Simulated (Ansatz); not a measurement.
# Si: energy along a strain

Si, I4/mmm, a = 3.254 Å, c = 2.641 Å (as given, not relaxed at this level: -0.1 GPa). This isn't the element's structure at ambient conditions. Ansatz: r2SCAN, PAW, 500 eV, Γ-centred 22×22×22 mesh on 1 atom, Gaussian smearing 0.15 eV; no spin polarisation. Cell vectors (Å): -1.627 1.627 1.320; 1.627 -1.627 1.320; 1.627 1.627 -1.320. The cell is strained by x per cent times the pattern (0 0 0 0 0 1) in the order xx yy zz yz xz xy (engineering shears), with fractional coordinates held. y is the free energy over the start, V0 = 13.979 Å³/atom. Symmetry makes y even in x. Points with a strain past 8.5 % were computed too (4) and aren't used here.

| x (%) | y (meV/atom) |
| --- | --- |
| -7.50 | 14.95 |
| 0.00 | 0.00 |
| 1.87 | 1.20 |
| 3.75 | 4.58 |
| 5.62 | ? |

Task: Fit y = c2 x² + c4 x⁴ to the other rows, get the stiffness along the pattern, and predict the missing energy.

Result: Least squares on the rows shown. y = 0.3459 x² − 0.001424 x⁴. The clamped-ion stiffness p·C·p = 2 × 3.459 eV × 160.2 / 13.979 Å³ = 79 GPa, which is C66 in these axes. At x = 5.62 the fit asked for gives 9.50 meV/atom. The run gave 9.01 meV/atom, so the fit is 0.49 meV/atom too high, 3.3 % of the span of the series, against an rms of 0.005 meV/atom on the fitted rows. With a term in x⁶ added, a fit to the same known rows (none to spare) predicts 9.44 meV/atom, no real gain.